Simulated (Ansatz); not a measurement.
## Ansatz run, Zr₆SbTe₂

input.yaml (Ansatz 0.2.0)

```yaml
crystal:
  lattice:
    - [7.964678, 0.0, 0.0]
    - [-3.982339, 6.897618, 0.0]
    - [0.0, 0.0, 3.725926]
  atoms:
    - { symbol: Te, position: [0.3333, 0.6667, 0.5] }
    - { symbol: Te, position: [0.6667, 0.3333, 0.5] }
    - { symbol: Zr, position: [0.5961, 0.0, 0.0] }
    - { symbol: Zr, position: [0.4039, 0.4039, 0.0] }
    - { symbol: Zr, position: [0.0, 0.5961, 0.0] }
    - { symbol: Zr, position: [0.2428, 0.0, 0.5] }
    - { symbol: Zr, position: [0.7572, 0.7572, 0.5] }
    - { symbol: Zr, position: [0.0, 0.2428, 0.5] }
    - { symbol: Sb, position: [0.0, 0.0, 0.0] }
  symmetry: { tolerance: 0.0003 }
kpoints:
  mp_grid: { grid: [4, 4, 7], shift: [0, 0, 0] }
magnetization:
  spin_polarized: false
scf:
  occupations: { method: cold, width: 0.0553 }
  lower_state_search: "off"
  max_iter: 200
hamiltonian:
  pseudopotentials: { kind: paw }
  xc: r2scan
basis:
  ecutwfc: 500
  fft_grid_basis: typed
output:
  forces: true
  stress: true
  eigenvalues: true
  bader: true
  populations: true
  elf: true
  write_potential: true
  volumetric_format: npy
  dos:
    e_range: [-12, 8]
    de: 0.05
    projected: { site_lists: { Sb: [Sb], Te: [Te], Zr: [Zr] } }
checkpoint:
  read: saved_state
```

The saved state is an earlier solution for the same cell, perhaps on another mesh. 

Excerpt of what it printed:

```
SCF iter   1: F=—  Δρ=1.89e-3  dr2=1.48e-2  dr2_τ=1.74e-3
SCF iter   2: F=—  S|Δr|=    0.00e0  Δρ=1.07e-3  dr2=3.54e-3  dr2_τ=1.99e-4
SCF iter   3: F=—  S|Δr|=    0.00e0  Δρ=4.05e-4  dr2=7.72e-4  dr2_τ=4.75e-5
SCF iter   4: F=—  S|Δr|=    0.00e0  Δρ=7.61e-5  dr2=9.50e-6  dr2_τ=1.09e-6
SCF iter   5: F=—  S|Δr|=    0.00e0  Δρ=1.61e-5  dr2=5.07e-7  dr2_τ=3.53e-8
SCF iter   6: F=-45663.7536 eV  S|Δr|=    0.00e0  Δρ=4.19e-6  dr2=5.18e-8  dr2_τ=2.26e-9
Free energy (F): -45663.7536 eV
Harris-Foulkes:  -45663.7536 eV  (|F-HF|=7.67e-9)
Internal energy: -45663.7597 eV  (E = F + TS)
E sigma→0 (E₀):  -45663.7556 eV
Entropy (-TS):   0.0061 eV (0.673 meV/atom)
Fermi energy:    14.9153 eV
--- Stress (GPa, compression-positive) ---
       -1.2241       0.0000       0.0000
        0.0000      -1.2241       0.0000
        0.0000       0.0000       8.2453
  P = ⅓ Tr σ = 1.9323 GPa (19.323 kbar)
```

Origin: a known structure type with other elements, at an estimated volume, so it need not be a known compound. Caveats: many states at the Fermi level without spin polarisation, so a magnetic state may lie lower; atoms or cell far from equilibrium.
